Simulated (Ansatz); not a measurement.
Input:

ScAl3:
```
CELL_PARAMETERS angstrom
      4.07098     0.00000     0.00000
      0.00000     4.07098     0.00000
      0.00000     0.00000     4.07098
ATOMIC_POSITIONS crystal
  Sc 0.00000 0.00000 0.00000
  Al 0.50000 0.00000 0.50000
  Al 0.00000 0.50000 0.50000
  Al 0.50000 0.50000 0.00000
```

This is the PBEsol-relaxed structure.

Problem. All from DFT-PBEsol in the program Ansatz with PAW potentials, unless another level is named. Give the bulk modulus (Birch–Murnaghan fit).

Solution. 91.4 GPa.

Problem. What about the elastic constants (relaxed ions, GPa)?

Solution. C11 = 189, C12 = 43.1, C44 = 76.8.

Space group Pm-3m (Cu3Au type). The PBEsol relaxation kept the symmetry of its start. The run is not spin-polarised. As this level gives no gap, shear constants depend on the k-mesh and smearing (Fermi–Dirac, 0.1 eV here).

Potentials: the earlier of the program's two PAW sets. The files were generated under PBE; for other functionals the program regenerates the frozen cores, and for LDA and PBEsol the local potential too.
